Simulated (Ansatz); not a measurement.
Interlayer sliding in a free bilayer taken from bulk SnSe2 (CdI2 type): the upper half of the atoms below is shifted in the plane.

```
CELL_PARAMETERS angstrom
      3.84028     0.00000     0.00000
      1.92014     3.32578     0.00000
      0.00000     0.00000    24.19269
ATOMIC_POSITIONS crystal
  Se 0.66667 0.66667 0.31048
  Sn 0.00000 0.00000 0.37639
  Se 0.33333 0.33333 0.44233
  Se 0.66667 0.66667 0.55767
  Sn 0.00000 0.00000 0.62361
  Se 0.33333 0.33333 0.68952
```

In-plane vectors a = (3.840, 0.000) Å, b = (1.920, 3.326) Å, area 12.77 Å². The shift is s times the vector a + b (length 6.652 Å), so s = 1 restores the start. Atoms relax along the normal only. γ = [E(shift) − E(0)] / area.

These are PBE-D3(BJ) (plane waves to 420 eV, PAW, scalar-relativistic; Ansatz, a quantum-chemistry and plane-wave program) values and carry that method's errors. k mesh 10×10×1 (Γ-centred), Fermi-Dirac smearing 0.05 eV. E is the zero-smearing estimate. SnSe2 was relaxed with its symmetry unable to fall. The zero of γ is zero shift.

| s | γ (mJ/m²) |
|---|---|
| 0.000 | 0 |
| 0.083 | 27 |
| 0.167 | 56 |
| 0.250 | 61 |
| 0.333 | 54 |
| 0.417 | 74 |
| 0.500 | 114 |
| 0.583 | 140 |
| 0.667 | 149 |
| 0.750 | 139 |
| 0.833 | withheld |
| 0.917 | 42 |

Fit a Fourier form (three harmonics of 1 − cos and sin) to the given rows and predict γ at s = 0.833.

Least squares on the 11 given rows: γ = (44.6)·[1 − cos(2πs)] + (-40.3)·sin(2πs) + (22.0)·[1 − cos(4πs)] + (14.2)·sin(4πs) + (12.8)·[1 − cos(6πs)] + (-0.5)·sin(6πs), in mJ/m²; root-mean-square residual 2.4 mJ/m². At 0.833 the fit gives 104 mJ/m²; the calculation gives 106 mJ/m², so the interpolation is off by -2 (-1.9 %). 

(The slope of γ gives the shear force per area between the displaced halves; near zero shift its curvature is an elastic stiffness.)
